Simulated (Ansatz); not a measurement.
A geometry of GaCuSe$_{2}$ away from equilibrium: step 8 of the relaxation of a relaxed GaCuSe2 cell with every coordinate shifted by Gaussian noise of σ = 0.45 Å. Method: r2SCAN (plane waves to 500 eV, PAW, scalar-relativistic; Ansatz, an electronic-structure program). Γ-centred k-mesh 5×5×6 on the run's cell (coarser than for final values), Fermi–Dirac smearing 0.05 eV.

```
CELL_PARAMETERS angstrom
     -2.82538     2.81996     5.52422
      2.79632    -2.85237     5.52591
      2.80524     2.83223    -5.54060
ATOMIC_POSITIONS crystal
  Cu 0.77396 0.25622 0.52507
  Cu 0.00202 0.03588 0.02143
  Ga 0.25515 0.75318 0.51296
  Ga 0.48748 0.52256 0.01851
  Se 0.13192 0.13184 0.51062
  Se 0.63417 0.63886 0.52352
  Se 0.37121 0.89877 0.01961
  Se 0.86248 0.39828 0.00710
```

What forces act on the atoms (eV/Å)?


```tsv
atom	Fx	Fy	Fz
Cu1	0.03	-0.29	0.01
Cu2	-0.03	-0.06	-0.15
Ga3	0.21	-0.02	0.08
Ga4	-0.03	0.16	0.19
Se5	-0.05	-0.15	-0.02
Se6	-0.04	0.08	0.00
Se7	-0.01	0.10	0.06
Se8	-0.09	0.19	-0.19
```

What is the pressure?

-0.1 GPa, compression positive.

How much energy per atom can still be gained by relaxing?

0.01 eV/atom; the path ends in I-42d (No. 122) (chalcopyrite type).

No spin polarisation in the result.
